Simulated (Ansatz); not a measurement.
PdCl$_{2}$:
```
PdCl2
1.0
    5.31982     0.00000     0.00000
    0.00000     3.80060     0.00000
   -1.88088     0.00000     6.05906
Pd Cl
2 4
Cartesian
 -0.94044   0.00000   3.02953
  0.00000   1.90030   0.00000
  0.79056   0.97021   1.92087
  2.64838   2.83040   4.13819
  3.58882   2.87051   1.10866
 -0.14988   0.93010   4.95039
```

x, y and z are the axes in which the lattice vectors are written.

Q: Give the high-frequency dielectric tensor and the Born effective charge tensors of the independent atoms from DFPT, LDA in the plane-wave PAW code Ansatz.

A: 
ε∞:
```
 6.00   0.00  -1.51
 0.00   6.28   0.00
-1.51   0.00   9.78
```
Z* of atom 1 (Pd), rows: field, columns: displacement, in e:
```
 0.42   0.37  -0.28
 0.33   0.64   0.17
-0.28   0.08   1.11
```
Z* of atom 3 (Cl), rows: field, columns: displacement, in e:
```
-0.21  -0.05   0.14
-0.07  -0.32   0.45
 0.14   0.35  -0.55
```

Static charges for comparison (Bader): Pd1 +0.58, Cl3 -0.29 e. Born charges measure polarisation by displacement and can exceed these by far.

Space group P2_1/c. The first step of the workflow began from a Materials Project structure, measured or hypothetical; the Crystallography Open Database copy checked does not list it. COD files the formula under space group No. 58. Its standing as an ambient phase is unchecked. The cell was relaxed with LDA under the symmetry of its start; whether a distortion lowers the energy is not shown. The run is not spin-polarised. A crystal of weakly bound layers computed without a dispersion correction: the cell and the soft elastic constants depend strongly on that. Scalar-relativistic: spin–orbit coupling is off unless named, which matters more the heavier the elements.

Potentials: the later of the program's two PAW sets.
